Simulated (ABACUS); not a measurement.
A self-consistent single point of C (P6_3/mmc, 8 atoms in the cell; from Materials Project mp-48, changed as shown).

```
C
1.0
    2.41794     0.00000     0.00000
    0.00000     4.18800     0.00000
    0.00000     0.00000     7.64701
C
8
Direct
  0.00000   0.00000   0.25000
  0.00000   0.00000   0.75000
  0.00000   0.33333   0.25000
  0.50000   0.16667   0.75000
  0.50000   0.50000   0.25000
  0.50000   0.50000   0.75000
  0.50000   0.83333   0.25000
  0.00000   0.66667   0.75000
```

All values come from this method and carry its errors: LDA (PW92), numerical atomic orbitals DZP (confined pseudo-atomic orbitals with Gaussian additions; energy shift 0.01 Ry), PseudoDojo 0.4 standard norm-conserving LDA (tails mended) pseudopotentials run with ABACUS.

ABACUS settings:

basis: DZP numerical atomic orbitals, energy shift 0.01 Ry
KPT: Gamma 12 6 4 0 0 0
basis_type: lcao
dft_functional: PWLDA
ecutwfc: 100 Ry
smearing_method: fd
smearing_sigma: 0.00999582 Ry
potentials: PseudoDojo 0.4 standard norm-conserving LDA (tails mended)
symmetry: 1
symmetry_prec: 1e-05
ks_solver: genelpa
scf_nmax: 100
scf_thr: 1.0e-07
mixing_type: broyden

Results:

| Property | Value |
|---|---|
| Number of valence electrons | 32 |
| Number of bands | 26 |
| Number of k-points after the program's reduction | 84 |
| Size of the basis | 104 |
| Number of SCF iterations | 9 |
| Free energy E − TS | -1310.3467 eV |
| Fermi level (on the code's own zero) | 5.83 eV |
| Pressure | 18.14 GPa |

Stress (GPa, positive for compression):
```
29.08   0.00   0.00
 0.00  29.39   0.00
 0.00   0.00  -4.07
```

For comparison: a first run was changed to give this one (lattice scaled by 0.98), and from it to this one the free energy rises by 35.0 meV/atom and the pressure goes from 1.11 to 18.14 GPa.

The atom-centred basis is finite, which shifts total energies and pressures against plane waves. The structure comes from a collection of computed structures, made at another level of theory; the collection holds predicted forms beside known ones. No clean gap shows at this smearing width and mesh (spacing up to 0.25 Å⁻¹); the mesh is coarse for partly filled bands, so the values carry mesh errors. Semi-local functionals can close small gaps.

Cost on one core: around 14 core-seconds (rough).

The atomic orbitals were generated for these runs; they are not ABACUS's published sets and were checked against plane waves on a few crystals only.

“Tails mended”: in these copies of the files the far tail of each local potential was reset to the Coulomb form.
